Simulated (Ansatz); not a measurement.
## Fe5Pt: relaxed-ion elastic tensor

Level of theory: Ansatz 0.2.0, DFT PBE, scalar-relativistic, plane waves, PAW. Plane waves to 420 eV; Γ-centred k mesh 14×14×4; Gaussian smearing of 0.20 eV. Collinear spin, site moments 2.8, 2.5, 2.5, 2.5, 2.8, 0.5 μB.

Equilibrium structure at this level:
```xyz
6
Lattice="2.8843 0.0000 0.0000 0.0000 2.8843 0.0000 0.0000 0.0000 9.0132" Properties=species:S:1:pos:R:3 pbc="T T T"
Fe    1.4422    1.4422    1.6944
Fe    0.0000    0.0000    3.0865
Fe    1.4422    1.4422    4.5066
Fe    0.0000    0.0000    5.9267
Fe    1.4422    1.4422    7.3188
Pt    0.0000    0.0000    0.0000
```

The structure comes from a generated guess, relaxed at this level; another structure or a mixture of phases may lie lower. In a metal, frequencies and elastic constants depend on the k mesh and the smearing, soft modes and shear constants most. Spin–orbit coupling is left out, which matters for heavy elements.

Q: Give the relaxed-ion elastic constants (GPa, Voigt order xx yy zz yz xz xy, on the Cartesian axes of the cell above).

A:
C11 = 217.0, C12 = 129.8, C13 = 150.7, C22 = 217.0, C23 = 150.7, C33 = 215.4, C44 = 96.2, C55 = 96.2, C66 = 89.2 GPa; the others vanish.

Q: Is the crystal stable against homogeneous strain?

A: Yes: the least eigenvalue of the tensor is 58.1 GPa.

Q: And the moduli of a polycrystal (Hill averages)?

A: B = 168 GPa, G = 63 GPa, E = 169 GPa, ν = 0.33.
